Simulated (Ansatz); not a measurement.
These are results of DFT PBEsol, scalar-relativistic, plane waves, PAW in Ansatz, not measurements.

Structure of CaHI:

```
CELL_PARAMETERS angstrom
3.97028 0.00000 0.00000
0.00000 3.97028 0.00000
0.00000 0.00000 8.77866
ATOMIC_POSITIONS crystal
Ca 0.00000 0.50000 0.13587
Ca 0.50000 0.00000 0.86413
H 0.00000 0.00000 0.00000
H 0.50000 0.50000 0.00000
I 0.00000 0.50000 0.68736
I 0.50000 0.00000 0.31264
```

Plane waves to 420 eV, a k mesh through Γ of 6×6×4 on the computed 6-atom cell and Gaussian smearing (0.02 eV); no spin polarisation.

Levels along Γ–X–M–Γ–Z–R–A–Z | X–R | M–A, in eV from a zero inside the gap, sorted by energy at each point. Points in fractions of the primitive reciprocal vectors: Γ (0.000 0.000 0.000), X (0.000 0.500 0.000), M (0.500 0.500 0.000), Z (0.000 0.000 0.500), R (0.000 0.500 0.500), A (0.500 0.500 0.500).
```tsv
point	k (1/Å, with 2π)	band 25	band 26	band 27	band 28	band 29	band 30	band 31
Γ	0.000	-2.32	-2.32	-2.06	-2.06	1.81	2.23	2.94
-	0.113	-2.35	-2.30	-2.12	-2.06	1.91	2.21	2.89
-	0.226	-2.40	-2.27	-2.18	-2.05	2.11	2.13	2.77
-	0.339	-2.43	-2.22	-2.19	-2.04	2.04	2.26	2.66
-	0.452	-2.41	-2.17	-2.17	-2.02	2.00	2.33	2.60
-	0.565	-2.35	-2.16	-2.11	-2.02	2.00	2.33	2.62
-	0.678	-2.26	-2.16	-2.07	-2.02	2.04	2.25	2.74
X	0.791	-2.20	-2.20	-2.04	-2.04	2.13	2.13	2.95
-	0.904	-2.25	-2.25	-2.17	-2.17	2.15	2.15	2.96
-	1.017	-2.58	-2.58	-2.29	-2.29	2.20	2.20	3.01
-	1.130	-3.05	-3.05	-2.42	-2.42	2.20	2.20	3.12
-	1.243	-3.48	-3.48	-2.58	-2.58	2.07	2.07	3.32
-	1.357	-3.54	-3.54	-2.76	-2.76	1.84	1.84	3.59
-	1.470	-3.37	-3.37	-2.94	-2.94	1.63	1.63	3.82
M	1.583	-3.24	-3.24	-3.07	-3.07	1.54	1.54	3.92
-	1.742	-3.60	-3.20	-3.04	-2.79	1.67	1.74	3.60
-	1.902	-3.74	-3.08	-2.95	-2.50	1.94	2.21	3.04
-	2.062	-3.44	-2.88	-2.85	-2.27	2.27	2.49	2.62
-	2.222	-3.04	-2.77	-2.64	-2.10	2.40	2.48	2.67
-	2.382	-2.64	-2.60	-2.42	-2.02	2.26	2.50	2.61
-	2.542	-2.43	-2.31	-2.22	-2.03	2.01	2.22	2.84
Γ	2.702	-2.32	-2.32	-2.06	-2.06	1.81	2.23	2.94
-	2.753	-2.32	-2.32	-2.06	-2.06	1.81	2.23	2.94
-	2.804	-2.32	-2.32	-2.06	-2.06	1.80	2.25	2.94
-	2.855	-2.33	-2.12	-2.05	-2.05	1.79	2.29	2.94
-	2.906	-2.33	-2.04	-2.04	-1.89	1.77	2.32	2.94
-	2.957	-2.34	-2.04	-2.04	-1.71	1.76	2.35	2.94
-	3.008	-2.34	-2.04	-2.04	-1.58	1.75	2.35	2.92
Z	3.059	-2.34	-2.03	-2.03	-1.54	1.75	2.35	2.91
-	3.172	-2.33	-2.15	-2.03	-1.56	1.85	2.40	2.72
-	3.285	-2.34	-2.30	-2.01	-1.64	2.06	2.40	2.65
-	3.399	-2.50	-2.25	-2.00	-1.76	2.27	2.30	2.67
-	3.512	-2.67	-2.20	-1.99	-1.94	2.29	2.47	2.63
-	3.625	-2.85	-2.17	-2.14	-1.99	2.36	2.62	2.68
-	3.738	-2.93	-2.44	-2.08	-2.00	2.46	2.63	2.81
R	3.851	-2.72	-2.72	-2.04	-2.04	2.56	2.56	3.03
-	3.964	-2.72	-2.72	-2.18	-2.18	2.60	2.60	2.95
-	4.077	-2.78	-2.78	-2.50	-2.50	2.67	2.67	2.81
-	4.190	-3.05	-3.05	-2.67	-2.67	2.61	2.61	2.81
-	4.303	-3.29	-3.29	-2.75	-2.75	2.51	2.51	2.83
-	4.416	-3.31	-3.31	-2.85	-2.85	2.43	2.43	2.80
-	4.529	-3.25	-3.25	-2.98	-2.98	2.34	2.34	2.83
A	4.642	-3.16	-3.16	-3.11	-3.11	2.30	2.30	2.86
-	4.802	-3.36	-3.11	-3.10	-2.84	2.31	2.41	2.74
-	4.962	-3.39	-3.14	-2.97	-2.53	2.15	2.61	2.99
-	5.122	-3.26	-3.26	-2.74	-2.23	2.10	2.77	3.12
-	5.282	-3.19	-3.01	-2.46	-1.95	2.17	2.93	2.95
-	5.441	-2.73	-2.71	-2.21	-1.72	2.29	2.44	2.85
-	5.601	-2.45	-2.25	-2.06	-1.59	1.96	2.42	2.68
Z	5.761	-2.34	-2.03	-2.03	-1.54	1.75	2.35	2.91
X	5.761	-2.20	-2.20	-2.04	-2.04	2.13	2.13	2.95
-	5.812	-2.22	-2.22	-2.04	-2.04	2.15	2.15	2.95
-	5.863	-2.28	-2.28	-2.04	-2.04	2.21	2.21	2.96
-	5.914	-2.37	-2.37	-2.04	-2.04	2.29	2.29	2.98
-	5.965	-2.48	-2.48	-2.04	-2.04	2.39	2.39	3.00
-	6.017	-2.59	-2.59	-2.04	-2.04	2.48	2.48	3.01
-	6.068	-2.68	-2.68	-2.04	-2.04	2.54	2.54	3.02
R	6.119	-2.72	-2.72	-2.04	-2.04	2.56	2.56	3.03
M	6.119	-3.24	-3.24	-3.07	-3.07	1.54	1.54	3.92
-	6.170	-3.24	-3.24	-3.07	-3.07	1.56	1.56	3.88
-	6.221	-3.23	-3.23	-3.08	-3.08	1.63	1.63	3.77
-	6.272	-3.21	-3.21	-3.08	-3.08	1.74	1.74	3.60
-	6.323	-3.19	-3.19	-3.09	-3.09	1.88	1.88	3.39
-	6.375	-3.18	-3.18	-3.10	-3.10	2.05	2.05	3.16
-	6.426	-3.17	-3.17	-3.11	-3.11	2.21	2.21	2.96
A	6.477	-3.16	-3.16	-3.11	-3.11	2.30	2.30	2.86
```

Spin-orbit coupling is left out, which matters for the bands of heavy elements. The cell holds layers, and where no dispersion correction was added their binding is poorly described.

Cost: 1 run of about 1.3 core-minutes, on Arm Neoverse V1 (shared hosts).